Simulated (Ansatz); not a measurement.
Relaxed BaHI (space group P4/nmm):

```
BaHI
1.0
    9.24241     0.00000     0.00000
    4.62120     4.62120     0.00000
    0.00000     0.00000     7.39323
Ba H I
4 4 4
Direct
  0.25000   0.00000   0.82632
  0.75000   0.00000   0.82632
  0.75000   0.50000   0.17368
  0.25000   0.50000   0.17368
  0.00000   0.50000   0.00000
  0.50000   0.50000   0.00000
  0.00000   0.00000   0.00000
  0.50000   0.00000   0.00000
  0.75000   0.50000   0.66062
  0.25000   0.50000   0.66062
  0.25000   0.00000   0.33938
  0.75000   0.00000   0.33938
```

A phonon eigenvector at M = (0.5, 0.5, 0.0) is frozen into this cell: atom i moves by Q times the vector below, so Q is the largest atomic displacement, in Å. The cell is held. It is one choice among 2 degenerate patterns. (q is in reciprocal vectors of the primitive cell; the cell shown is doubled to hold the pattern.)

```
atom       x       y      z
----  ------  ------  -----
H5     0.362   0.932  0.000
H6    -0.362  -0.932  0.000
H7     0.932   0.362  0.000
H8    -0.932  -0.362  0.000
```

Atoms not listed stay in place.

The numbers are results of LDA (plane waves to 420 eV, PAW, scalar-relativistic; Ansatz, a quantum-chemistry and plane-wave program), not measurements. k mesh 7×7×5 (Γ-centred), Fermi-Dirac smearing 0.05 eV. BaHI was relaxed with its symmetry unable to fall. Spin-orbit coupling is left out, though I is heavy. 

| Q (Å) | −dE/dQ from forces (eV/Å) |
|---|---|
| -0.100 | 0.793 |
| -0.083 | 0.660 |
| -0.067 | 0.527 |
| -0.050 | 0.395 |
| -0.033 | 0.263 |
| -0.017 | 0.132 |
| 0.000 | 0.000 |
| 0.017 | -0.132 |
| 0.033 | -0.263 |
| 0.050 | -0.395 |
| 0.067 | -0.527 |
| 0.083 | -0.660 |
| 0.100 | -0.793 |

What harmonic wavenumber does the curvature at Q = 0 give?

729 cm⁻¹. E″ = 7.89 eV/Å², M = Σ mᵢ|uᵢ|² = 4.0 u, ν̃ = 521.5·√(|E″|/M).

(A displaced cell: forces are minus the slopes of the energy, force constants its curvatures, and phonons follow from these.)
